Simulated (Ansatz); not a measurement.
Consider a crystal of GeN in space group Imm2 (No. 44), with Ge on 4d; N on 4d. Recipe of this trial structure of GeN: 3-, 4-connected net, elements by coordination.

All numbers below come from DFT PBE, scalar-relativistic, plane waves, PAW in Ansatz. Cutoff 420 eV, Γ-centred mesh, Gaussian smearing, no spin polarisation.

The zero of energy is the elements' standard structures at the same level (N₂ as a molecule); no fitted shifts are applied.

Q: Which cell and coordinates does it relax to?

A:

Space group Imm2 (No. 44). a = 3.095 Å, b = 7.658 Å, c = 5.141 Å, α = 90.00°, β = 90.00°, γ = 90.00°
```tsv
atom	site	symmetry	x	y	z
Ge	4d	m..	0.5000	0.6646	0.1061
N	4d	m..	0.5000	0.7486	0.7626
```

Ge is surrounded by 3 N at 1.87–1.88 Å and 1 Ge at 2.52 Å; N is surrounded by 3 Ge at 1.87–1.88 Å. Another local minimum with the same sites may exist.

Q: And its energy and gap?

A: The formation energy is +0.084 eV/atom and the gap on the 10×10×10 mesh of the 4-atom cell is 0.66 eV. It can't be a ground state, since the elements alone are lower.

The last run used Gaussian smearing of 0.02 eV. Kohn–Sham gaps at this level usually fall short of measured ones. A structure relaxed within its symmetry needn't be a true minimum.
